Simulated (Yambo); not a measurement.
**How GW settings move the gap: MoF₆**

G0W0@LDA for MoF₆ (space group Im-3m, No. 229) in Yambo. Reference settings: 2×2×2 Γ-centred k mesh, bands 2 to 187 and a 7 Ry block in the screening, 187 bands in G with the Bruneval-Gonze terminator, plasmon pole fitted at 27.2 eV. The LDA gap Γ → N on this mesh is 4.29 eV; G0W0 gaps are taken between the same points.

| change from the reference | G0W0 gap Γ → N (eV) | shift of the valence edge (eV) | rough Yambo cost |
|---|---|---|---|
| reference settings | 8.66 | -1.92 | 1 |
| 75 bands in W, 75 bands in G | 8.86 | -1.83 | within a factor of two |
| 107 bands in W, 107 bands in G | 8.78 | -1.87 | within a factor of two |
| 147 bands in W, 147 bands in G | 8.70 | -1.90 | within a factor of two |
| wavefunctions cut at 20 Ry | 8.59 | -1.72 | within a factor of two |
| exchange cut at 10 Ry | 8.25 | 0.20 | – |
| 51 bands in W, 51 bands in G, 2 Ry block | 9.85 | -2.74 | about 1/3 |
| 107 bands in W, 107 bands in G, 4 Ry block | 8.96 | -2.05 | within a factor of two |
| 107 bands in W, 107 bands in G, 3 Ry block | 9.20 | -2.31 | within a factor of two |
| 107 bands in W, 107 bands in G, 2 Ry block | 9.67 | -2.69 | within a factor of two |
| 107 bands in W, 107 bands in G, 6 Ry block | 8.85 | -1.92 | within a factor of two |
| 147 bands in W, 147 bands in G, 4 Ry block | 8.90 | -2.07 | within a factor of two |
| 51 bands in W, 51 bands in G, no terminator | 9.44 | -1.62 | about 1/3 |
| 75 bands in W, 75 bands in G, no terminator | 9.13 | -1.57 | about 1/2 |
| no terminator | 8.75 | -1.71 | within a factor of two |

The reference isn't shown to be the converged limit. Costs are rough (shared machines), scaled to the same edge states, and given only for runs that recompute the screening.

Spin-orbit splittings are left out.

Geometry of the Materials Project entry, not relaxed at this level; primitive cell a = b = c = 5.486 Å, α = β = γ = 109.47°.

The structure is a Materials Project entry; no match was found in the copy of COD used, and its stability was not checked.

A shift is the quasiparticle energy of the state minus its LDA energy.
